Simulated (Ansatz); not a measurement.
Relaxed PbSe (rock salt):

```
PbSe
1.0
    0.00000     3.10883     3.10883
    3.10883     0.00000     3.10883
    3.10883     3.10883     0.00000
Se Pb
1 1
Direct
  0.00000   0.00000   0.00000
  0.50000   0.50000   0.50000
```

In each cell atom 2 (Pb, nearest neighbour Se at 3.109 Å; its periodic images, 4.4 Å or more away, move with it) moves by s·(1.000, 0.000, 0.000) (along Cartesian x), the rest being held.

Calculation: PBE (plane waves to 420 eV, PAW, scalar-relativistic; Ansatz, a first-principles code). k mesh 8×8×8 (Γ-centred), Fermi-Dirac smearing 0.05 eV. The energy includes the smearing's −TS. PbSe was relaxed with its symmetry unable to fall. Spin-orbit coupling is left out, though Pb is heavy. The PAW data are Ansatz's earlier set. ΔE is measured from the undisplaced structure.

| s (Å) | ΔE (meV/cell) |
|---|---|
| -0.310 | withheld |
| -0.248 | 16.8 |
| -0.186 | 6.6 |
| -0.124 | 1.9 |
| -0.062 | 0.3 |
| 0.000 | 0.0 |
| 0.062 | 0.3 |
| 0.124 | 1.9 |
| 0.186 | 6.6 |
| 0.248 | 16.8 |
| 0.310 | withheld |

Fit an even polynomial form (powers 2, 4) to the given rows and predict ΔE at s = -0.310.

Least squares on the 9 given rows: ΔE = (79.97)·s² + (3145)·s⁴, in meV/cell with s in Å; root-mean-square residual 0.05 meV/cell. At -0.310 the fit gives 36.7 meV/cell; the calculation gives 36.1 meV/cell, so the extrapolation is off by 0.6 (+1.7 %). The quadratic term alone would give 7.7 meV/cell.

(For displaced atoms, the force is minus the slope of the energy, and its curvature is a force constant, which sets phonon frequencies.)
